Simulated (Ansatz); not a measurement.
AlInN$_{2}$:
```yaml
crystal:
  lattice:
    - [-2.34917, 2.34917, 4.60295]
    - [2.34917, -2.34917, 4.60295]
    - [2.34917, 2.34917, -4.60295]
  atoms:
    - { symbol: Al, position: [0.75000, 0.25000, 0.50000] }
    - { symbol: Al, position: [0.00000, 0.00000, 0.00000] }
    - { symbol: In, position: [0.25000, 0.75000, 0.50000] }
    - { symbol: In, position: [0.50000, 0.50000, 0.00000] }
    - { symbol: N, position: [0.67222, 0.12500, 0.04722] }
    - { symbol: N, position: [0.87500, 0.92222, 0.54722] }
    - { symbol: N, position: [0.07778, 0.62500, 0.95278] }
    - { symbol: N, position: [0.37500, 0.32778, 0.45278] }
```

Relaxed with PBEsol. Independent-particle spectrum: no excitons, no local fields, no scissors shift; 0.1 eV broadening; ε₁ of the summed bands alone.

Question: Tabulate the dielectric function from the program Ansatz at the PBEsol level (PAW).

Answer: 

```tsv
E (eV)	ε₁ xx	ε₂ xx	ε₁ zz	ε₂ zz
0.0	6.41	0.00	6.16	0.00
0.5	6.48	0.00	6.24	0.00
1.0	6.74	0.00	6.54	0.00
1.5	7.69	0.28	7.39	0.85
2.0	7.38	1.43	6.79	1.53
2.5	7.15	1.76	6.53	1.74
3.0	7.15	2.00	6.48	1.89
3.5	7.39	2.27	6.64	2.05
4.0	8.08	2.73	7.20	2.38
4.5	9.77	5.19	8.11	4.87
5.0	7.44	7.52	5.45	3.88
5.5	4.04	7.64	6.02	5.49
6.0	2.92	6.25	4.56	6.02
6.5	2.47	6.04	4.36	6.00
7.0	1.93	5.49	2.22	6.45
7.5	2.46	5.44	2.24	5.29
8.0	0.89	6.48	1.88	7.29
8.5	0.61	4.23	0.44	4.89
9.0	0.38	4.93	0.77	3.57
9.5	0.61	4.19	1.79	3.86
10.0	0.56	4.19	2.68	5.63
10.5	0.56	3.85	0.90	5.73
11.0	0.14	4.80	-0.64	6.19
11.5	-0.71	4.73	-1.50	4.87
12.0	-1.44	4.26	-2.03	4.51
```

Question: From ε at 3.3 eV (xx: 7.26 + 2.15i), find n, k, the normal reflectivity and the absorption coefficient.

Answer: n = 2.72, k = 0.395, R = 22 %, α = 2kE/ħc = 130000 cm⁻¹.

With all bands, ε∞ without local fields is 6.60 (xx = yy), 6.35 (zz). DFPT, with local fields, gives 6.25 (xx = yy), 6.11 (zz).

Space group I-42d (chalcopyrite). The workflow started from a Materials Project entry (that database holds measured and hypothetical structures alike); the Crystallography Open Database copy checked does not list it. Whether it is the stable phase at ambient conditions was not checked. The PBEsol relaxation kept the symmetry of its start; its stability against distortions is not shown here. Spin–orbit coupling is left out wherever it is not named.

Potentials: the later of the program's two PAW sets.
